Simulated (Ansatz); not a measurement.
MgSc₂S₄ (spinel, space group No. 227), PBEsol in the plane-wave PAW code Ansatz. The conduction-band minimum lies at Γ, with 1 equivalent valley. Second derivatives d²E/dk² of the lowest band at one valley (eV·Å²), along Cartesian directions:

```json
[
 {"direction": "[100]", "d²E/dk²": "14.91"},
 {"direction": "[010]", "d²E/dk²": "14.91"},
 {"direction": "[001]", "d²E/dk²": "14.91"},
 {"direction": "[110]", "d²E/dk²": "14.93"},
 {"direction": "[101]", "d²E/dk²": "14.93"},
 {"direction": "[011]", "d²E/dk²": "14.93"}
]
```

Question: Find the principal effective masses, the density-of-states mass and the conductivity mass.

Answer: Off-diagonal terms follow from H_xy = H[110] − (H_xx + H_yy)/2, and m*/mₑ = 7.620 eV·Å² over each eigenvalue: 0.51, 0.51, 0.51. One valley's DOS mass (m₁m₂m₃)^(1/3) = 0.51, conductivity mass 3/(Σ 1/mᵢ) = 0.51 mₑ.

Question: What effective density of states Nc follows at 300 K for parabolic valleys?

Answer: Nc = 2.509e19 × 1 × (0.51)^(3/2) ≈ 9.1e18 cm⁻³.

Space group Fd-3m (spinel). The workflow started from a Materials Project entry (that database holds measured and hypothetical structures alike); the Crystallography Open Database files this formula in space group No. 227, but the cells were not matched. Its standing as an ambient phase is unchecked. Symmetry was held in the PBEsol relaxation; its stability against distortions is not shown here. The run is not spin-polarised.

Potentials: the later of the program's two PAW sets.

Edges and masses are those of Kohn–Sham bands, whose gap is no quasiparticle gap.
